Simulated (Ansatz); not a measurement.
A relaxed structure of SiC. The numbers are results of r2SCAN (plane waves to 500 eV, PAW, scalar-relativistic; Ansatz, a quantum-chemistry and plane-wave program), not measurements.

```xyz
12
Lattice="3.0785 0.0000 0.0000 -1.5392 2.6660 0.0000 0.0000 0.0000 15.1068" Properties=species:S:1:pos:R:3 pbc="T T T"
Si     0.0000     0.0000    15.1041
Si     0.0000     0.0000     7.5507
Si     1.5392     0.8887    12.5853
Si     0.0000     1.7774     5.0319
Si     1.5392     0.8887     2.5168
Si     0.0000     1.7774    10.0702
C      0.0000     0.0000    13.2104
C      0.0000     0.0000     5.6570
C      1.5392     0.8887    10.6971
C      0.0000     1.7774     3.1437
C      1.5392     0.8887     0.6289
C      0.0000     1.7774     8.1823
```

Task: Determine the symmetry and give the standard cell with its independent sites.

Result: Space group P6₃mc (No. 186); a = b = 3.0785 Å, c = 15.1068 Å, α = β = 90.00°, γ = 120.00°

```json
[
 {"atom": "Si", "site": "2a", "symmetry": "3m.", "x": "0.0000", "y": "0.0000", "z": "0.4998"},
 {"atom": "Si", "site": "2b", "symmetry": "3m.", "x": "0.3333", "y": "0.6667", "z": "0.3331"},
 {"atom": "Si", "site": "2b", "symmetry": "3m.", "x": "0.6667", "y": "0.3333", "z": "0.1666"},
 {"atom": "C", "site": "2a", "symmetry": "3m.", "x": "0.0000", "y": "0.0000", "z": "0.3745"},
 {"atom": "C", "site": "2b", "symmetry": "3m.", "x": "0.3333", "y": "0.6667", "z": "0.2081"},
 {"atom": "C", "site": "2b", "symmetry": "3m.", "x": "0.6667", "y": "0.3333", "z": "0.0416"}
]
```

This is the AFLOW prototype AB_hP12_186_a2b_a2b (B6, as in SiC).

Task: Give the shortest distances between elements (the closest pairs, up to four, under 3.6 Å).

Result: C–Si 1.88 Å; C–C 3.08 Å; Si–Si 3.08 Å.

The volume per atom is 10.33 Å³ and the band gap comes out as 2.39 eV, indirect (valence top at Γ, conduction bottom at M) (no spin-orbit coupling). The smallest direct gap comes out as 3.54 eV at M.

No spin polarisation in the result.

The run could not lose the symmetry of its start.

The first start was generated by placing the elements on the sites of a structure type. A measured structure of SiC has the same space group, P6₃mc (No. 186); the sites were not compared with it.
